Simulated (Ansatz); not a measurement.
**Kick test of a cell of MgSn6N**

The structure comes from a proposed guess, relaxed at this level; another structure or a mixture of phases may lie lower.

Level of theory: DFT PBE, scalar-relativistic, plane waves, PAW in Ansatz 0.2.0. Cutoff 420 eV; k points 10×10×2 on the computed 8-atom cell (Γ-centred); Gaussian smearing, width 0.10 eV; no spin polarisation.

The cell below (8 atoms, space group P4/mmm (No. 123)) is relaxed within its symmetry.

```xyz
8
Lattice="3.1435 0.0000 0.0000 0.0000 3.1435 0.0000 0.0000 0.0000 19.4504" Properties=species:S:1:pos:R:3 pbc="T T T"
Mg    0.0000    0.0000    0.0000
Sn    1.5718    1.5718   11.3356
Sn    1.5718    1.5718    8.1148
Sn    1.5718    1.5718    2.3516
Sn    1.5718    1.5718   17.0988
Sn    0.0000    0.0000   14.0813
Sn    0.0000    0.0000    5.3691
N     1.5718    1.5718    0.0000
```

For the test it was strained at random (σ = 1.5 % a component), the atoms were moved at random (σ = 0.05 Å), and all was relaxed again on a coarse 8×8×1 mesh (in the run’s order of axes) with 0.20 eV smearing, with no symmetry imposed.

Problem. Does it come back?

Solution. It doesn't return. The energy falls by 38 meV/atom on that mesh, the volume changes by -0.1 %, and the end has space group P2/m (No. 10) at a loose tolerance. Relaxed again on a 10×10×2 mesh with 0.10 eV smearing, the new structure lies 37 meV/atom below the first (mesh in the axes of the run's cell; the cell below is made exact in the group named). Space group P2/m (No. 10), monoclinic, a = 3.154 Å, b = 3.100 Å, c = 19.531 Å, β = 94.2°. Around Mg lie 4 N at 2.21 Å and 4 Mg at 3.10–3.15 Å; around Sn on its first site lie 8 Sn at 3.10–3.37 Å; Sn on its second site is surrounded by 1 N at 2.36 Å, 4 Sn at 3.10–3.15 Å, 4 Mg at 3.23 Å and 2 Sn at 3.43 Å; around N lie 4 Mg at 2.21 Å and 2 Sn at 2.36 Å; 1 more site not described.

```cif
data_structure
_symmetry_space_group_name_H-M 'P2/m'
_symmetry_Int_Tables_number 10
_cell_length_a 3.1542
_cell_length_b 3.0999
_cell_length_c 19.5315
_cell_angle_alpha 90.000
_cell_angle_beta 94.208
_cell_angle_gamma 90.000
_cell_volume 190.46
loop_
_atom_site_label
_atom_site_type_symbol
_atom_site_symmetry_multiplicity
_atom_site_Wyckoff_symbol
_atom_site_fract_x
_atom_site_fract_y
_atom_site_fract_z
_atom_site_occupancy
Mg1 Mg 1 b 0.00000 0.50000 0.00000 1
Sn1 Sn 2 m 0.29576 0.00000 0.57536 1
Sn2 Sn 2 m 0.55447 0.00000 0.12114 1
Sn3 Sn 2 m 0.87638 0.00000 0.72262 1
N1 N 1 d 0.50000 0.00000 0.00000 1
```
